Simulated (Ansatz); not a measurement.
Method: DFT PBE, scalar-relativistic, plane waves, PAW in Ansatz. Settings: cutoff 420 eV, Γ-centred meshes spaced at most about 0.3 Å⁻¹, and about 0.25 Å⁻¹ or finer for metals (2π included), Gaussian smearing. No spin polarisation in the final relaxations.

These are static total energies at zero pressure. All come from trial cells, and lower structures may exist.

Task: Which of these relaxed structures of Sc3Cu2 is the lowest in energy?
A.

```
CELL_PARAMETERS angstrom
4.53274 0.00000 0.00000
-2.26637 3.92547 0.00000
0.00000 0.00000 5.59134
ATOMIC_POSITIONS crystal
Sc 0.00000 0.00000 0.00000
Sc 0.33333 0.66667 0.65770
Sc 0.66667 0.33333 0.34230
Cu 0.33333 0.66667 0.14327
Cu 0.66667 0.33333 0.85673
```

B.

```
CELL_PARAMETERS angstrom
1.66945 0.96386 10.52380
-1.66945 0.96386 10.52380
0.00000 -1.92772 10.52380
ATOMIC_POSITIONS crystal
Sc 0.21032 0.21032 0.21032
Sc 0.78968 0.78968 0.78968
Sc 0.00000 0.00000 0.00000
Cu 0.60505 0.60505 0.60505
Cu 0.39495 0.39495 0.39495
```

C.

```
CELL_PARAMETERS angstrom
4.90707 0.00000 0.00000
0.00000 4.90707 0.00000
0.00000 0.00000 4.90707
ATOMIC_POSITIONS crystal
Sc 0.50000 0.00000 0.00000
Sc 0.00000 0.50000 0.00000
Sc 0.00000 0.00000 0.50000
Cu 0.50000 0.50000 0.50000
Cu 0.00000 0.00000 0.00000
```

Result: A. It has space group P-3m1 (No. 164); the next, B, with space group R-3m (No. 166), lies 153 meV/atom higher. Counting all near atoms (those within 1.25 times the shortest distance at each site; a plus sign parts nearer from farther groups; a slash parts the counts of unlike sites), the lowest has Sc 11/6+6, Cu 11 and the next has Sc 3+9/6+6, Cu 6+6.

A magnetic state wasn't ruled out in cells without spin, among them Pm-3m. Cells relaxed within their symmetry can be saddle points. Some candidate types were left out of the draw beforehand, so a known form may be missing.
